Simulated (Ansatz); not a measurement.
BaMg2P2 in space group P-3m1 (No. 164; Ba on 1a, Mg on 2d, P on 2d), the program Ansatz at the r²SCAN level (PAW). The conduction-band minimum lies at M, with 3 equivalent valleys. Second derivatives d²E/dk² of the lowest band at one valley (eV·Å²), along Cartesian directions:

| direction | d²E/dk² |
|---|---|
| [100] | 41.39 |
| [010] | 8.898 |
| [001] | 5.517 |
| [110] | 25.15 |
| [101] | 23.46 |
| [011] | 6.024 |

### Question
Find the principal effective masses, the density-of-states mass and the conductivity mass.

### Answer
Off-diagonal terms follow from H_xy = H[110] − (H_xx + H_yy)/2, and m*/mₑ = 7.620 eV·Å² over each eigenvalue: 0.18, 0.82, 1.5. One valley's DOS mass (m₁m₂m₃)^(1/3) = 0.61, conductivity mass 3/(Σ 1/mᵢ) = 0.41 mₑ.

### Question
What effective density of states Nc follows at 300 K for parabolic valleys?

### Answer
Nc = 2.509e19 × 3 × (0.61)^(3/2) ≈ 3.6e19 cm⁻³.

The first step of the workflow began from a Materials Project structure, measured or hypothetical; the Crystallography Open Database copy checked does not list it. Whether it is the stable phase at ambient conditions was not checked. The r²SCAN relaxation kept the symmetry of its start; its stability against distortions is not shown here. Scalar-relativistic: spin–orbit coupling is off unless named, which matters more the heavier the elements.

Potentials: the later of the program's two PAW sets.

Edges and masses are those of Kohn–Sham bands, whose gap is no quasiparticle gap.
